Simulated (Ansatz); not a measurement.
**Li₂Nb: rattling a relaxed structure**

The cell was found from a structure generator's guess, not taken from experiment.

Theory: Ansatz, DFT PBE, scalar-relativistic, plane waves, PAW. Cutoff 420 eV; k points 12×12×18 on the computed 3-atom cell (Γ-centred); Gaussian smearing, width 0.10 eV; no spin polarisation.

The cell below (3 atoms, space group P6/mmm (No. 191)) is relaxed within its symmetry.

```yaml
crystal:
  lattice:
    - [4.73194, 0.00000, 0.00000]
    - [-2.36597, 4.09798, 0.00000]
    - [0.00000, 0.00000, 2.55607]
  atoms:
    - { symbol: Li, position: [0.33333, 0.66667, 0.50000] }
    - { symbol: Li, position: [0.66667, 0.33333, 0.50000] }
    - { symbol: Nb, position: [0.00000, 0.00000, 0.00000] }
```

For the test a repeat of it with 6 atoms (edges 4.73, 4.73, 5.11 Å) was strained at random (σ = 1.5 % a component), the atoms were moved at random (σ = 0.15 Å), and all was relaxed again on a coarse 6×6×4 mesh (in the run’s order of axes) with 0.20 eV smearing, with no symmetry imposed.

Problem. Is the structure stable against such a distortion?

Solution. It doesn't return. The energy falls by 14 meV/atom on that mesh, the volume changes by 1.1 %, and the end has space group P6/mmm (No. 191) at a loose tolerance. Relaxed again on a 12×12×8 mesh with 0.10 eV smearing, the new structure lies 6 meV/atom below the first (mesh in the axes of the run's cell; the cell below is made exact in the group named). Space group P6/mmm (No. 191), hexagonal, a = 4.725 Å, c = 5.138 Å. Li on its first site has 2 Li at 2.57 Å, 3 Li at 2.73 Å and 6 Nb at 3.04 Å; Li on its second site is surrounded by 2 Li at 2.57 Å, 3 Li at 2.73 Å and 6 Nb at 2.99 Å; Nb has 1 Nb at 2.47 Å, 1 Nb at 2.67 Å and 12 Li at 2.99–3.04 Å.

```cif
data_structure
_symmetry_space_group_name_H-M 'P6/mmm'
_symmetry_Int_Tables_number 191
_cell_length_a 4.7253
_cell_length_b 4.7253
_cell_length_c 5.1382
_cell_angle_alpha 90.000
_cell_angle_beta 90.000
_cell_angle_gamma 120.000
_cell_volume 99.36
loop_
_atom_site_label
_atom_site_type_symbol
_atom_site_symmetry_multiplicity
_atom_site_Wyckoff_symbol
_atom_site_fract_x
_atom_site_fract_y
_atom_site_fract_z
_atom_site_occupancy
Li1 Li 2 c 0.33333 0.66667 0.00000 1
Li2 Li 2 d 0.33333 0.66667 0.50000 1
Nb1 Nb 2 e 0.00000 0.00000 0.74022 1
```
